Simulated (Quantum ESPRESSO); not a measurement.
## Ge6GaP (a curve over strain)

Computed values, not a measurement. The program is pw.x of Quantum ESPRESSO 7.5 (plane-wave density functional theory). The cell is made up: 8 atoms on a zincblende/diamond lattice, with randomly drawn elements, strain and displacements, not relaxed. PseudoDojo standard norm-conserving files (v0.5 for PBE, v0.4.1 for LDA and PBEsol) set the functional; there is no spin polarisation, spin-orbit coupling or dispersion term, and the masses in the input are unused placeholders.

Seven runs add a strain to one cell (the same along x and y); the atoms follow the cell and are not relaxed. Stress in the table is positive in tension.

Input of the run at +0.0017:

```
&control calculation='scf', pseudo_dir='./dojo.nc.sr.pbe.v0_5.standard.upf', outdir='./o', disk_io='medium', tprnfor=.true., tstress=.true. /
&system ibrav=0, nat=8, ntyp=3, nbnd=61, ecutwfc=79.96652505, nosym=.true., tot_charge=0,
 occupations='smearing', smearing='fd', degauss=0.0073498644
/
&electrons conv_thr=7.350e-09, electron_maxstep=60, /
ATOMIC_SPECIES
Ga 1.0 Ga.upf
Ge 1.0 Ge.upf
P 1.0 P.upf
CELL_PARAMETERS angstrom
5.9117 0.0467 0.0381
0.0467 5.903 0.0304
0.0382 0.0305 5.9489
ATOMIC_POSITIONS angstrom
Ge 0.0026 0.1845 -0.1439
Ga 0.0334 3.1291 3.0006
P 2.9797 -0.0278 3.0717
Ge 2.8753 3.089 -0.0885
Ge 1.5267 1.5909 1.3693
Ge 1.4839 4.533 4.6023
Ge 4.5993 1.5509 4.5194
Ge 4.3934 4.4811 1.5526
K_POINTS automatic
6 6 6 1 1 1
```

| added strain | free energy less that of the input shown (eV) | stress xx (GPa) | stress yy (GPa) | stress zz (GPa) | stress xy (GPa) | pressure (GPa) | iterations |
| --- | --- | --- | --- | --- | --- | --- | --- |
| -0.0249 | -0.1179 | 0.27 | 0.19 | 2.04 | 2.85 | -0.83 | 10 |
| -0.0094 | -0.0729 | 2.05 | 1.96 | 2.91 | 2.51 | -2.31 | 10 |
| -0.0057 | -0.0525 | 2.43 | 2.34 | 3.10 | 2.43 | -2.62 | 10 |
| +0.0017 | 0.0000 | 3.15 | 3.05 | 3.43 | 2.29 | -3.21 | 11 |
| +0.0070 | 0.0459 | 3.63 | 3.53 | 3.65 | 2.19 | -3.61 | 11 |
| +0.0155 | 0.1334 | 4.35 | 4.24 | 3.97 | 2.04 | -4.19 | 11 |
| +0.0213 | 0.2021 | 4.80 | 4.68 | 4.17 | 1.94 | -4.55 | 11 |

A cubic fit gives a slope of stress xx against the added strain of 95 GPa at zero added strain, with the atoms clamped. Across the table the free energy follows the integral of the stress to within 0.6 meV. A rerun of one of the cells at 1377 eV and a 8 x 8 x 8 mesh moved values by no more than 0.003 eV in energy, 0.03 GPa in stress and 0.005 eV/Å in force.